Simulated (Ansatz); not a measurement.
Starting cell, KMgF₃ (cubic perovskite):

```
CELL_PARAMETERS angstrom
      8.10854     0.00000     0.00000
      4.05427     4.05427     0.00000
      0.00000     0.00000     4.05427
ATOMIC_POSITIONS crystal
  K  0.00000 0.50000 0.50000
  K  0.50000 0.50000 0.50000
  Mg 0.00000 0.00000 0.00000
  Mg 0.50000 0.00000 0.00000
  F  0.75000 0.50000 0.00000
  F  0.25000 0.50000 0.00000
  F  0.25000 0.00000 0.00000
  F  0.75000 0.00000 0.00000
  F  0.00000 0.00000 0.50000
  F  0.50000 0.00000 0.50000
```

The atoms are displaced by Q × the pattern below (from a DFPT mode at M = (0.5, 0.5, 0.0), largest move 1; Q in Å), at fixed cell. (q is in reciprocal vectors of the primitive cell; the cell shown is doubled to hold the pattern.)

| atom | x | y | z |
|---|---|---|---|
| Mg3 | 0.000 | 0.000 | 1.000 |
| Mg4 | 0.000 | 0.000 | -1.000 |
| F9 | 0.000 | 0.000 | 0.765 |
| F10 | 0.000 | 0.000 | -0.765 |

Atoms not listed stay in place.

Method: PBE (plane waves to 420 eV, PAW, scalar-relativistic; Ansatz, a first-principles code). k mesh 8×8×8 (Γ-centred), Fermi-Dirac smearing 0.05 eV. The energy includes the smearing's −TS. KMgF3 was relaxed with its symmetry unable to fall. ΔE is measured from the undisplaced structure.

Q: What ΔE (meV/cell) does the calculation give at Q (Å) = -0.280, -0.187, -0.093, 0.047, 0.093, 0.140, 0.233, 0.280?

A: 
| Q (Å) | ΔE (meV/cell) |
|---|---|
| -0.280 | 480 |
| -0.187 | 212 |
| -0.093 | 53 |
| 0.047 | 13 |
| 0.093 | 53 |
| 0.140 | 119 |
| 0.233 | 332 |
| 0.280 | 480 |

(A displaced cell: forces are minus the slopes of the energy, force constants its curvatures, and phonons follow from these.)
